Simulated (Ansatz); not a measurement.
**NiO (Fm-3m): does the start matter?**

Computed with Ansatz (plane waves, PAW): LDA+U, U = 6.0 eV, J = 0.9 eV (Liechtenstein form) on Ni d, fully localised double counting, scalar-relativistic datasets, 420 eV, PAW set soft_2 (made for PBE), 8×8×8 mesh, Gaussian smearing of 0.05 eV.

```yaml
crystal:
  lattice:
    - [0.00000, 2.09131, 2.09131]
    - [2.09131, 0.00000, 2.09131]
    - [2.09131, 2.09131, 0.00000]
  atoms:
    - { symbol: Ni, position: [0.00000, 0.00000, 0.00000] }
    - { symbol: O, position: [0.50000, 0.50000, 0.50000] }
```

The structure is that of a cell as deposited in COD, unrelaxed.

Cell and atoms stay fixed, and the cell was started in 11 ways, without spin–orbit coupling. The starts were built for 8 d electrons on Ni, a formal count that the converged states needn't keep. Starting moments of the plain starts: Ni1 2.00 μB (atoms counted from 1).

Task: How many distinct unconstrained states are reached, over what range, and what is the lowest like? The starts that converged:
- total moment held at first, then free, 1.00 μB per cell
- total moment locked, 0.50 μB per cell (constrained)
- ferromagnetic start, free, natural orbitals of the symmetric run filled by rank
- site moments held at Ni1 1.35 μB (constrained)
- site moments held at Ni1 1.77 μB (constrained)
- no spin polarisation
- total moment locked, 1.00 μB per cell (constrained)
- total moment locked, 2.00 μB per cell (constrained)
- ferromagnetic start, free, default search
- total moment locked at zero, no site moments, 0.00 μB per cell (constrained)
- ferromagnetic start, free, symmetry kept, no search

Result: 1 distinct free state (told apart by 2 meV/atom, or by moments or gap). The lowest has 8 d electrons in filled orbitals, 2 of them unpaired, the high-spin filling, a gap of 1.52 eV and a whole-number cell moment of 2 μB, as a collinear insulator must have; it came from: ferromagnetic start, free, natural orbitals of the symmetric run filled by rank; ferromagnetic start, free, symmetry kept, no search; ferromagnetic start, free, default search; total moment held at first, then free, 1.00 μB per cell.

Energies count from the lowest free state found; constrained states (a lock kept on the moments, or spin off) can lie above or below free ones. A natural orbital (eigenvector of a shell's occupation matrix) is counted as filled above 0.75 (0.9 in a metal) and as partly filled from 0.35 up to that; ↑ and ↓ are the spin channels.

| state | reached from | ΔE (meV/atom) | gap (eV) | P (GPa) | cell spin moment (μB) | site spin moments (μB) | shell filling | Hubbard energy (eV/cell) | flags |
| --- | --- | --- | --- | --- | --- | --- | --- | --- | --- |
| 1 | ferromagnetic start, free, natural orbitals of the symmetric run filled by rank; ferromagnetic start, free, symmetry kept, no search; ferromagnetic start, free, default search; 1 more | 0.0 | 1.52 | -6.3 | 2.00 | Ni 1.69; O 0.24 | Ni 5↑ 3↓, 8.29 e | 0.38 | – |
| 2 | total moment locked, 2.00 μB per cell (constrained) | 0.0 | 1.52 | -6.3 | 2.00 | Ni 1.69; O 0.24 | Ni 5↑ 3↓, 8.29 e | 0.38 | – |
| 3 | site moments held at Ni1 1.77 μB (constrained) | 16.4 | 2.21 | – | 2.00 | Ni 1.76; O 0.18 | Ni 5↑ 3↓, 8.24 e | 0.30 | – |
| 4 | site moments held at Ni1 1.35 μB (constrained) | 182.2 | metal | – | 1.83 | Ni 1.35; O 0.36 | Ni 5↑ 3↓, 8.45 e | 0.90 | mesh too coarse for this metal, lock stalled near its target |
| 5 | total moment locked, 1.00 μB per cell (constrained) | 518.1 | metal | -14.9 | 1.00 | Ni 1.01 | Ni 5↑ 3↓(+2 partly), 8.54 e | 1.63 | – |
| 6 | total moment locked, 0.50 μB per cell (constrained) | 725.1 | metal | -18.3 | 0.50 | Ni 0.56; O -0.08 | Ni 3↑(+2 partly) 3↓(+2 partly), 8.61 e | 2.13 | – |
| 7 | no spin polarisation | 816.9 | metal | -20.0 | 0.00 | under 0.05 | Ni 3 filled, 2 partly in each spin, 8.63 e | 2.37 | – |
| 8 | total moment locked at zero, no site moments, 0.00 μB per cell (constrained) | 816.9 | metal | -20.0 | 0.00 | under 0.05 | Ni 3↑(+2 partly) 3↓(+2 partly), 8.63 e | 2.37 | – |

Natural occupations of the lowest free state (state 1): Ni1 spin up: 1.00 1.00 1.00 1.00 1.00; Ni1 spin down: 0.15 0.15 1.00 1.00 1.00. Since all bands are wholly filled or empty, the fractional occupations (0.15) come from mixing of the shell with the neighbours' orbitals (covalency), not from partly filled bands.

All 4 free starts end within 3 meV/atom of the lowest, so here the result hardly hangs on the start.

With one Ni ion in the cell, Ni moments can't oppose each other.

In the lowest free state the fixed cell carries a pressure of -6.3 GPa (the cell is larger than this level of theory would relax to); relaxing would change energies and could change the order of close states.

Measured magnetic order: antiferromagnetic, with a Néel temperature of 524 K (quoted in “Observation and resonant x-ray optical interpretation of multi-atom resonant photoemission effects in O 1s emission from NiO”, 2006, arxiv:cond-mat/0609101). The lowest state here has parallel moments, the only order that a cell with one magnetic ion allows, so it isn't the measured ground state.

The lowest state found needn't be the ground state of this level of theory. For metallic states the mesh is coarse, so energy differences carry some meV/atom. The value of U was drawn from a range and not derived for this compound; another value can change gaps, moments and the order of states. Where a metal has almost no states within the smearing of the Fermi level on this mesh, its moment and stress follow whole counts of k-points and would move on a finer mesh. Stress under a held lock on site moments or directions isn't converged. A gap on the mesh alone may shrink between mesh points.
